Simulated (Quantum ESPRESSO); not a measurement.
## P3NSi3 (input and log of a self-consistent run)

A calculation, not a measurement. The program is pw.x of Quantum ESPRESSO 7.5 (plane-wave density functional theory). The cell is made up: 7 atoms on a zincblende/diamond lattice with one site empty, with randomly drawn elements, strain and displacements, not relaxed. PseudoDojo standard norm-conserving files (v0.5 for PBE, v0.4.1 for LDA and PBEsol) set the functional; there is no spin polarisation, spin-orbit coupling or dispersion term, and the masses in the input are unused placeholders. A spin-polarised start on this cell or one of its family kept no moment.

Input:

```
&control calculation='scf', pseudo_dir='./dojo.nc.sr.pbe.v0_5.standard.upf', outdir='./o', disk_io='medium', tprnfor=.true., tstress=.true. /
&system ibrav=0, nat=7, ntyp=3, nbnd=26, ecutwfc=84.00895049, nosym=.true., tot_charge=0,
 occupations='smearing', smearing='fd', degauss=0.0073498644
/
&electrons conv_thr=7.350e-09, electron_maxstep=60, /
ATOMIC_SPECIES
N 1.0 N.upf
P 1.0 P.upf
Si 1.0 Si.upf
CELL_PARAMETERS angstrom
5.3745 0.0105 0.0387
0.0105 5.3826 0.0336
0.0387 0.0336 5.2249
ATOMIC_POSITIONS angstrom
P 0.0454 0.0391 0.0352
N 0.0242 2.7253 2.5978
Si 2.7217 -0.0471 2.6174
P 2.705 2.7248 -0.0774
Si 1.3433 1.3837 1.3661
Si 1.3856 4.0817 4.0315
P 4.1069 4.0719 1.3408
K_POINTS automatic
6 6 6 1 1 1
```

The log is shortened where brackets say so; the opening notice, blank lines, dates and the lines on written files are dropped, and the path of the files is cut. It prints rydbergs, bohrs and kilobars, and counts compression as positive stress.

```
     Program PWSCF v.7.5
     Parallel version (MPI & OpenMP), running on       1 processor cores
     Number of MPI processes:                 1
     Threads/MPI process:                     1
     [start-up lines left out]
     bravais-lattice index     =            0
     lattice parameter (alat)  =      10.1566  a.u.
     unit-cell volume          =    1019.9117 (a.u.)^3
     number of atoms/cell      =            7
     number of atomic types    =            3
     number of electrons       =        32.00
     number of Kohn-Sham states=           26
     kinetic-energy cutoff     =      84.0090  Ry
     charge density cutoff     =     336.0358  Ry
     scf convergence threshold =      7.3E-09
     mixing beta               =       0.7000
     number of iterations used =            8  plain     mixing
     Exchange-correlation= PBE
                           (   1   4   3   4   0   0   0)
     [axes and pseudopotential details left out]
   Cartesian axes
     site n.     atom                  positions (alat units)
         1        P      tau(   1) = (   0.0084471   0.0072749   0.0065493  )
         2        N      tau(   2) = (   0.0045026   0.5070656   0.4833431  )
         3        Si     tau(   3) = (   0.5063958  -0.0087634   0.4869899  )
         4        P      tau(   4) = (   0.5032886   0.5069726  -0.0144009  )
         5        Si     tau(   5) = (   0.2499326   0.2574493   0.2541747  )
         6        Si     tau(   6) = (   0.2578029   0.7594356   0.7500954  )
         7        P      tau(   7) = (   0.7641242   0.7576122   0.2494674  )
     number of k points=   108  Fermi-Dirac smearing, width (Ry)=  0.0073
     Number of k-points >= 100: set verbosity='high' to print them.
     Dense  grid:   106111 G-vectors     FFT dimensions: (  60,  60,  60)
     Estimated max dynamical RAM per process >     119.79 MB
     Initial potential from superposition of free atoms
     starting charge      31.9977, renormalised to      32.0000
     Starting wfcs are   28 randomized atomic wfcs
     total cpu time spent up to now is       18.0 secs
     per-process dynamical memory:    92.8 Mb
     Self-consistent Calculation
     iteration #  1     ecut=    84.01 Ry     beta= 0.70
     Davidson diagonalization with overlap
     ethr =  1.00E-02,  avg # of iterations =  3.8
     total cpu time spent up to now is       68.9 secs
     total energy              =     -86.90343776 Ry
     estimated scf accuracy    <       0.77177321 Ry
     iteration #  2     ecut=    84.01 Ry     beta= 0.70
     Davidson diagonalization with overlap
     ethr =  2.41E-03,  avg # of iterations =  5.2
     total cpu time spent up to now is      122.4 secs
     total energy              =     -86.63088414 Ry
     estimated scf accuracy    <       6.95265709 Ry
     iteration #  3     ecut=    84.01 Ry     beta= 0.70
     Davidson diagonalization with overlap
     ethr =  2.41E-03,  avg # of iterations =  3.9
     total cpu time spent up to now is      175.1 secs
     total energy              =     -87.33962871 Ry
     estimated scf accuracy    <       0.05833381 Ry
     iteration #  4     ecut=    84.01 Ry     beta= 0.70
     Davidson diagonalization with overlap
     ethr =  1.82E-04,  avg # of iterations =  4.9
     total cpu time spent up to now is      227.2 secs
     total energy              =     -87.35218544 Ry
     estimated scf accuracy    <       0.00903912 Ry
     iteration #  5     ecut=    84.01 Ry     beta= 0.70
     Davidson diagonalization with overlap
     ethr =  2.82E-05,  avg # of iterations =  6.5
     total cpu time spent up to now is      292.8 secs
     total energy              =     -87.35287764 Ry
     estimated scf accuracy    <       0.00942555 Ry
     [iterations 6 to 7 left out]
     iteration #  8     ecut=    84.01 Ry     beta= 0.70
     Davidson diagonalization with overlap
     ethr =  2.13E-07,  avg # of iterations =  2.0
     total cpu time spent up to now is      425.3 secs
     total energy              =     -87.35454031 Ry
     estimated scf accuracy    <       0.00000735 Ry
     iteration #  9     ecut=    84.01 Ry     beta= 0.70
     Davidson diagonalization with overlap
     ethr =  2.30E-08,  avg # of iterations =  2.0
     total cpu time spent up to now is      462.9 secs
     total energy              =     -87.35454226 Ry
     estimated scf accuracy    <       0.00000108 Ry
     iteration # 10     ecut=    84.01 Ry     beta= 0.70
     Davidson diagonalization with overlap
     ethr =  3.37E-09,  avg # of iterations =  2.2
     total cpu time spent up to now is      500.8 secs
     total energy              =     -87.35454250 Ry
     estimated scf accuracy    <       0.00000017 Ry
     iteration # 11     ecut=    84.01 Ry     beta= 0.70
     Davidson diagonalization with overlap
     ethr =  5.28E-10,  avg # of iterations =  2.7
     total cpu time spent up to now is      546.1 secs
     total energy              =     -87.35454255 Ry
     estimated scf accuracy    <       0.00000002 Ry
     iteration # 12     ecut=    84.01 Ry     beta= 0.70
     Davidson diagonalization with overlap
     ethr =  7.37E-11,  avg # of iterations =  2.7
     total cpu time spent up to now is      591.6 secs
     End of self-consistent calculation
     Number of k-points >= 100: set verbosity='high' to print the bands.
     the Fermi energy is     4.8461 ev
!    total energy              =     -87.35454256 Ry
     estimated scf accuracy    <          9.4E-10 Ry
     smearing contrib. (-TS)   =      -0.00694071 Ry
     internal energy E=F+TS    =     -87.34760185 Ry
     The total energy is F=E-TS. E is the sum of the following terms:
     one-electron contribution =      -0.39616303 Ry
     hartree contribution      =      13.42501036 Ry
     xc contribution           =     -26.89504649 Ry
     ewald contribution        =     -73.48140269 Ry
     convergence has been achieved in  12 iterations
     Forces acting on atoms (cartesian axes, Ry/au):
     atom    1 type  2   force =    -0.04714924    0.01536480   -0.02552648
     atom    2 type  1   force =     0.03308009    0.00940272   -0.03505764
     atom    3 type  3   force =     0.02144555    0.03656959    0.01527118
     atom    4 type  2   force =     0.01673692   -0.05249425    0.00420542
     atom    5 type  3   force =    -0.03032133    0.08581376    0.04103429
     atom    6 type  3   force =    -0.04480650   -0.04408858   -0.04175593
     atom    7 type  2   force =     0.05101450   -0.05056805    0.04182915
     Total force =     0.182148     Total SCF correction =     0.000041
     Computing stress (Cartesian axis) and pressure
          total   stress  (Ry/bohr**3)                   (kbar)     P=      -80.55
  -0.00061221  -0.00000407  -0.00002171          -90.06       -0.60       -3.19
  -0.00000407  -0.00054992  -0.00022756           -0.60      -80.90      -33.48
  -0.00002171  -0.00022756  -0.00048060           -3.19      -33.48      -70.70
     init_run     :     14.10s CPU     17.89s WALL (       1 calls)
     electrons    :    511.78s CPU    573.66s WALL (       1 calls)
     forces       :      7.00s CPU      7.09s WALL (       1 calls)
     stress       :     28.13s CPU     28.26s WALL (       1 calls)
     [timing details left out]
     PWSCF        :   9m21.31s CPU  10m27.89s WALL
     JOB DONE.
```

In other units: free energy -1188.519 eV for the cell, pressure -8.06 GPa, largest force component 2.206 eV/Å. A rerun of a related cell, with the same atoms placed differently, at 1437 eV and a 8 x 8 x 8 mesh moved values by no more than 0.002 eV in energy, 0.02 GPa in stress and 0.004 eV/Å in force.